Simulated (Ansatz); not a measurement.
**B₄C₃: relaxed-ion elastic tensor**

All numbers below come from Ansatz, DFT PBE, scalar-relativistic, plane waves, PAW. Settings: 420 eV plane-wave cutoff, Γ-centred 6×6×10 mesh, fixed occupations. No spin polarisation.

The cell, relaxed at this level:
```
CELL_PARAMETERS angstrom
6.82744 0.00000 0.00000
-3.41372 5.91273 0.00000
0.00000 0.00000 2.73332
ATOMIC_POSITIONS crystal
B 0.98220 0.30709 0.25000
B 0.69291 0.67510 0.25000
B 0.32490 0.01780 0.25000
B 0.66667 0.33333 0.75000
B 0.67510 0.98220 0.75000
B 0.01780 0.69291 0.75000
B 0.30709 0.32490 0.75000
B 0.33333 0.66667 0.25000
C 0.84867 0.24953 0.75000
C 0.75047 0.59914 0.75000
C 0.40086 0.15133 0.75000
C 0.59914 0.84867 0.25000
C 0.15133 0.75047 0.25000
C 0.24953 0.40086 0.25000
```

The cell was found from a proposed guess, not taken from experiment.

Question: Give the relaxed-ion elastic constants (GPa, Voigt order xx yy zz yz xz xy, on the Cartesian axes of the cell above).

Answer:
C11 = 284.5, C12 = 194.2, C13 = 50.1, C22 = 284.5, C23 = 50.1, C33 = 717.7, C44 = 30.9, C45 = -0.1, C55 = 30.9, C66 = 45.1 GPa; the others vanish.

Question: Is the crystal stable against homogeneous strain?

Answer: Yes: the least eigenvalue of the tensor is 31.0 GPa.

Question: And the moduli of a polycrystal (Hill averages)?

Answer: B = 203 GPa, G = 66 GPa, E = 179 GPa, ν = 0.35.
